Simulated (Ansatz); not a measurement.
NbRu: energy along a strain

NbRu, Pm-3m, a = 3.184 Å (as given, not relaxed at this level: -9.7 GPa). The structure is a COD entry; whether it is the stable form wasn't checked. Ansatz: PBEsol, PAW, 420 eV, Γ-centred 16×16×16 mesh on 2 atoms, Gaussian smearing 0.15 eV; no spin polarisation. Cell vectors (Å): 3.184 0.000 0.000; 0.000 3.184 0.000; 0.000 0.000 3.184. The cell is strained by x per cent times the pattern (0 0 0 1 0 0) in the order xx yy zz yz xz xy (engineering shears), with fractional coordinates held. y is the free energy over the start, V0 = 16.139 Å³/atom. Symmetry makes y even in x.

```
x (%) y (meV/atom)
-6.00         10.01
-3.00          2.53
 0.00          0.00
 0.75          0.16
 1.50          0.64
 2.25          1.43
 3.75             ?
 4.50          5.66
 5.25          7.68
```

Problem. Fit y = c2 x² + c4 x⁴ to the other rows, get the stiffness along the pattern, and predict the missing energy.

Solution. Least squares on the rows shown. y = 0.2818 x² − 0.0001066 x⁴. The clamped-ion stiffness p·C·p = 2 × 2.818 eV × 160.2 / 16.139 Å³ = 56 GPa, which is C44 in these axes (second derivative at the start, which stands under stress). At x = 3.75 the fit asked for gives 3.94 meV/atom. The run gave 3.94 meV/atom, the same to the digits shown.